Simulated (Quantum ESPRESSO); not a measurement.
Space group F-43m (No. 216); a = b = c = 6.0643 Å, α = β = γ = 90.00°

```csv
atom,site,symmetry,x,y,z
Zn,4b,-43m,0.5000,0.5000,0.5000
Te,4c,-43m,0.2500,0.2500,0.2500
```
(The calculation used a cell of 2 atoms; values per cell refer to that cell.)

Cell and atoms were relaxed with PBEsol from Materials Project entry mp-2176, within its symmetry.

Question: What does norm-conserving PBEsol (Quantum ESPRESSO, 84 Ry, no spin-orbit coupling) give for the electronic structure near the Fermi level?

Answer: The PBEsol gap is direct, 1.24 eV at Γ. Without spin-orbit coupling, band edges of such heavy elements can be off by tenths of an eV.
